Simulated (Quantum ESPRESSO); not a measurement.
## Al2GeZnN4 (one run as intended and one with a planted mistake)

A calculation, not a measurement. The program is pw.x of Quantum ESPRESSO 7.5 (plane-wave density functional theory). The cell is made up: 8 atoms on a zincblende/diamond lattice, with randomly drawn elements, strain and displacements, not relaxed. PseudoDojo standard norm-conserving files (v0.5 for PBE, v0.4.1 for LDA and PBEsol) set the functional; there is no spin polarisation, spin-orbit coupling or dispersion term, and the masses in the input are unused placeholders.

Intended input:

```
&control calculation='scf', pseudo_dir='./dojo.nc.sr.pbe.v0_5.standard.upf', outdir='./o', disk_io='medium', tprnfor=.true., tstress=.true. /
&system ibrav=0, nat=8, ntyp=4, nbnd=36, ecutwfc=84.00895049, nosym=.true., tot_charge=0,
 occupations='smearing', smearing='fd', degauss=0.0018374661
/
&electrons conv_thr=7.350e-09, electron_maxstep=60, /
ATOMIC_SPECIES
Al 1.0 Al.upf
Ge 1.0 Ge.upf
N 1.0 N.upf
Zn 1.0 Zn.upf
CELL_PARAMETERS angstrom
4.3721 0.0 0.0
0.0 4.3721 0.0
0.0 0.0 4.3721
ATOMIC_POSITIONS angstrom
Al 0.0343 0.0654 -0.0342
Ge -0.0777 2.1362 2.2167
Zn 2.1756 -0.014 2.2684
Al 2.2565 2.2058 0.036
N 1.0612 1.1036 1.089
N 1.1236 3.3005 3.2947
N 3.2409 1.0706 3.2518
N 3.253 3.229 1.0739
K_POINTS automatic
4 4 4 1 1 1
```

The log is shortened where brackets say so; the opening notice, blank lines, dates and the lines on written files are dropped, and the path of the files is cut. It prints rydbergs, bohrs and kilobars, and counts compression as positive stress.

Log of the intended run:

```
     Program PWSCF v.7.5
     Parallel version (MPI & OpenMP), running on       1 processor cores
     Number of MPI processes:                 1
     Threads/MPI process:                     1
     [start-up lines left out]
     bravais-lattice index     =            0
     lattice parameter (alat)  =       8.2621  a.u.
     unit-cell volume          =     563.9841 (a.u.)^3
     number of atoms/cell      =            8
     number of atomic types    =            4
     number of electrons       =        60.00
     number of Kohn-Sham states=           36
     kinetic-energy cutoff     =      84.0090  Ry
     charge density cutoff     =     336.0358  Ry
     scf convergence threshold =      7.3E-09
     mixing beta               =       0.7000
     number of iterations used =            8  plain     mixing
     Exchange-correlation= PBE
                           (   1   4   3   4   0   0   0)
     [axes and pseudopotential details left out]
   Cartesian axes
     site n.     atom                  positions (alat units)
         1        Al     tau(   1) = (   0.0078452   0.0149585  -0.0078223  )
         2        Ge     tau(   2) = (  -0.0177718   0.4885982   0.5070104  )
         3        Zn     tau(   3) = (   0.4976098  -0.0032021   0.5188353  )
         4        Al     tau(   4) = (   0.5161135   0.5045173   0.0082340  )
         5        N      tau(   5) = (   0.2427209   0.2524187   0.2490794  )
         6        N      tau(   6) = (   0.2569932   0.7549004   0.7535738  )
         7        N      tau(   7) = (   0.7412685   0.2448709   0.7437616  )
         8        N      tau(   8) = (   0.7440360   0.7385467   0.2456257  )
     number of k points=    32  Fermi-Dirac smearing, width (Ry)=  0.0018
                       cart. coord. in units 2pi/alat
        k(    1) = (   0.1250000   0.1250000   0.1250000), wk =   0.0625000
        k(    2) = (   0.1250000   0.1250000   0.3750000), wk =   0.0625000
     [further k points left out]
     Dense  grid:    58701 G-vectors     FFT dimensions: (  50,  50,  50)
     Estimated max dynamical RAM per process >      76.32 MB
     Initial potential from superposition of free atoms
     starting charge      59.9941, renormalised to      60.0000
     Starting wfcs are   43 randomized atomic wfcs
     total cpu time spent up to now is        9.7 secs
     per-process dynamical memory:    44.5 Mb
     Self-consistent Calculation
     iteration #  1     ecut=    84.01 Ry     beta= 0.70
     Davidson diagonalization with overlap
     ethr =  1.00E-02,  avg # of iterations =  3.2
     total cpu time spent up to now is       31.6 secs
     total energy              =    -688.32184684 Ry
     estimated scf accuracy    <       2.30941405 Ry
     iteration #  2     ecut=    84.01 Ry     beta= 0.70
     Davidson diagonalization with overlap
     ethr =  3.85E-03,  avg # of iterations =  2.2
     total cpu time spent up to now is       44.7 secs
     total energy              =    -689.03768477 Ry
     estimated scf accuracy    <       1.79557434 Ry
     [iterations 3 to 9 left out]
     iteration # 10     ecut=    84.01 Ry     beta= 0.70
     Davidson diagonalization with overlap
     ethr =  2.79E-09,  avg # of iterations =  2.0
     total cpu time spent up to now is      168.5 secs
     total energy              =    -689.34849381 Ry
     estimated scf accuracy    <       0.00000016 Ry
     iteration # 11     ecut=    84.01 Ry     beta= 0.70
     Davidson diagonalization with overlap
     ethr =  2.73E-10,  avg # of iterations =  2.6
     total cpu time spent up to now is      184.0 secs
     End of self-consistent calculation
     [lines on levels left out]
!    total energy              =    -689.34849386 Ry
     estimated scf accuracy    <          3.8E-09 Ry
     smearing contrib. (-TS)   =       0.00000000 Ry
     internal energy E=F+TS    =    -689.34849386 Ry
     The total energy is F=E-TS. E is the sum of the following terms:
     one-electron contribution =    -463.72956780 Ry
     hartree contribution      =     266.65019530 Ry
     xc contribution           =    -118.23161203 Ry
     ewald contribution        =    -374.03750934 Ry
     convergence has been achieved in  11 iterations
     Forces acting on atoms (cartesian axes, Ry/au):
     atom    1 type  1   force =    -0.01671290   -0.06014969    0.02715609
     atom    2 type  2   force =     0.07571917    0.06027072   -0.03709987
     atom    3 type  4   force =    -0.01177656   -0.00775289   -0.09598380
     atom    4 type  1   force =    -0.09090850   -0.03147938   -0.03209448
     atom    5 type  3   force =    -0.01707214    0.04655522   -0.02283457
     atom    6 type  3   force =    -0.10055843   -0.10266036    0.06280363
     atom    7 type  3   force =     0.06980786    0.06658499    0.09863073
     atom    8 type  3   force =     0.09150150    0.02863140   -0.00057772
     Total force =     0.301458     Total SCF correction =     0.000252
     Computing stress (Cartesian axis) and pressure
          total   stress  (Ry/bohr**3)                   (kbar)     P=      156.18
   0.00105321   0.00039553   0.00008885          154.93       58.18       13.07
   0.00039553   0.00111462   0.00010622           58.18      163.97       15.63
   0.00008885   0.00010622   0.00101716           13.07       15.63      149.63
     init_run     :      8.92s CPU      9.46s WALL (       1 calls)
     electrons    :    166.98s CPU    174.33s WALL (       1 calls)
     forces       :      2.75s CPU      2.78s WALL (       1 calls)
     stress       :     10.96s CPU     11.02s WALL (       1 calls)
     [timing details left out]
     PWSCF        :   3m 9.91s CPU   3m18.00s WALL
     JOB DONE.
```

A second run has one planted mistake: the smearing is too wide. The input lines that differ, file-writing options aside:

```
- &system ibrav=0, nat=8, ntyp=4, nbnd=36, ecutwfc=84.00895049, nosym=.true., tot_charge=0,
+ &system ibrav=0, nat=8, ntyp=4, nbnd=54, ecutwfc=84.00895049, nosym=.true., tot_charge=0,
-  occupations='smearing', smearing='fd', degauss=0.0018374661
+  occupations='smearing', smearing='fd', degauss=0.0543889968
```

Its log:

```
     Program PWSCF v.7.5
     Parallel version (MPI & OpenMP), running on       1 processor cores
     Number of MPI processes:                 1
     Threads/MPI process:                     1
     [start-up lines left out]
     bravais-lattice index     =            0
     lattice parameter (alat)  =       8.2621  a.u.
     unit-cell volume          =     563.9841 (a.u.)^3
     number of atoms/cell      =            8
     number of atomic types    =            4
     number of electrons       =        60.00
     number of Kohn-Sham states=           54
     kinetic-energy cutoff     =      84.0090  Ry
     charge density cutoff     =     336.0358  Ry
     scf convergence threshold =      7.3E-09
     mixing beta               =       0.7000
     number of iterations used =            8  plain     mixing
     Exchange-correlation= PBE
                           (   1   4   3   4   0   0   0)
     [axes and pseudopotential details left out]
   Cartesian axes
     site n.     atom                  positions (alat units)
         1        Al     tau(   1) = (   0.0078452   0.0149585  -0.0078223  )
         2        Ge     tau(   2) = (  -0.0177718   0.4885982   0.5070104  )
         3        Zn     tau(   3) = (   0.4976098  -0.0032021   0.5188353  )
         4        Al     tau(   4) = (   0.5161135   0.5045173   0.0082340  )
         5        N      tau(   5) = (   0.2427209   0.2524187   0.2490794  )
         6        N      tau(   6) = (   0.2569932   0.7549004   0.7535738  )
         7        N      tau(   7) = (   0.7412685   0.2448709   0.7437616  )
         8        N      tau(   8) = (   0.7440360   0.7385467   0.2456257  )
     number of k points=    32  Fermi-Dirac smearing, width (Ry)=  0.0544
                       cart. coord. in units 2pi/alat
        k(    1) = (   0.1250000   0.1250000   0.1250000), wk =   0.0625000
        k(    2) = (   0.1250000   0.1250000   0.3750000), wk =   0.0625000
     [further k points left out]
     Dense  grid:    58701 G-vectors     FFT dimensions: (  50,  50,  50)
     Estimated max dynamical RAM per process >      86.72 MB
     Initial potential from superposition of free atoms
     starting charge      59.9941, renormalised to      60.0000
     Starting wfcs are   43 randomized atomic wfcs +   11 random wfcs
     total cpu time spent up to now is       11.2 secs
     per-process dynamical memory:    46.6 Mb
     Self-consistent Calculation
     iteration #  1     ecut=    84.01 Ry     beta= 0.70
     Davidson diagonalization with overlap
     ethr =  1.00E-02,  avg # of iterations =  7.1
     total cpu time spent up to now is       50.0 secs
     total energy              =    -688.34532129 Ry
     estimated scf accuracy    <       2.29493519 Ry
     iteration #  2     ecut=    84.01 Ry     beta= 0.70
     Davidson diagonalization with overlap
     ethr =  3.82E-03,  avg # of iterations =  2.0
     total cpu time spent up to now is       73.9 secs
     total energy              =    -688.97734325 Ry
     estimated scf accuracy    <       2.05745747 Ry
     [iterations 3 to 9 left out]
     iteration # 10     ecut=    84.01 Ry     beta= 0.70
     Davidson diagonalization with overlap
     ethr =  9.21E-10,  avg # of iterations =  2.0
     total cpu time spent up to now is      268.0 secs
     total energy              =    -689.36975477 Ry
     estimated scf accuracy    <       0.00000003 Ry
     iteration # 11     ecut=    84.01 Ry     beta= 0.70
     Davidson diagonalization with overlap
     ethr =  5.02E-11,  avg # of iterations =  2.1
     total cpu time spent up to now is      288.0 secs
     End of self-consistent calculation
     [lines on levels left out]
!    total energy              =    -689.36975478 Ry
     estimated scf accuracy    <          9.0E-10 Ry
     smearing contrib. (-TS)   =      -0.09019082 Ry
     internal energy E=F+TS    =    -689.27956396 Ry
     The total energy is F=E-TS. E is the sum of the following terms:
     one-electron contribution =    -463.47165411 Ry
     hartree contribution      =     266.43194025 Ry
     xc contribution           =    -118.20234076 Ry
     ewald contribution        =    -374.03750934 Ry
     convergence has been achieved in  11 iterations
     Forces acting on atoms (cartesian axes, Ry/au):
     atom    1 type  1   force =    -0.01973467   -0.05703029    0.02424417
     atom    2 type  2   force =     0.07087751    0.05701340   -0.03186790
     atom    3 type  4   force =    -0.01014444   -0.00673883   -0.09362014
     atom    4 type  1   force =    -0.08681388   -0.03400774   -0.03487330
     atom    5 type  3   force =    -0.01201393    0.04356396   -0.02405932
     atom    6 type  3   force =    -0.09312063   -0.09654370    0.06348547
     atom    7 type  3   force =     0.06298178    0.06000235    0.09905763
     atom    8 type  3   force =     0.08796825    0.03374084   -0.00236662
     Total force =     0.288526     Total SCF correction =     0.000203
     Computing stress (Cartesian axis) and pressure
          total   stress  (Ry/bohr**3)                   (kbar)     P=      172.23
   0.00116194   0.00041254   0.00009823          170.93       60.69       14.45
   0.00041254   0.00121665   0.00011228           60.69      178.98       16.52
   0.00009823   0.00011228   0.00113371           14.45       16.52      166.77
     init_run     :      9.94s CPU     10.92s WALL (       1 calls)
     electrons    :    270.92s CPU    276.82s WALL (       1 calls)
     forces       :      2.64s CPU      2.66s WALL (       1 calls)
     stress       :     11.19s CPU     11.24s WALL (       1 calls)
     [timing details left out]
     PWSCF        :   4m55.01s CPU   5m 2.35s WALL
     JOB DONE.
```

```
                                            intended run  run with the mistake
                          free energy (eV)     -9379.064             -9379.353
                    smearing term -TS (eV)        0.0000               -1.2271
                            pressure (GPa)         15.62                 17.22
            largest force component (eV/Å)         2.640                 2.547
largest change of a force component (eV/Å)                               0.191
                                iterations            11                    11
```

For scale, a rerun of the intended cell at 1437 eV and a 6 x 6 x 6 mesh moved values by no more than 0.003 eV in energy, 0.02 GPa in stress and 0.002 eV/Å in force. The number of bands, nbnd, was set by rule from the electron count and the smearing, so it follows the mistake.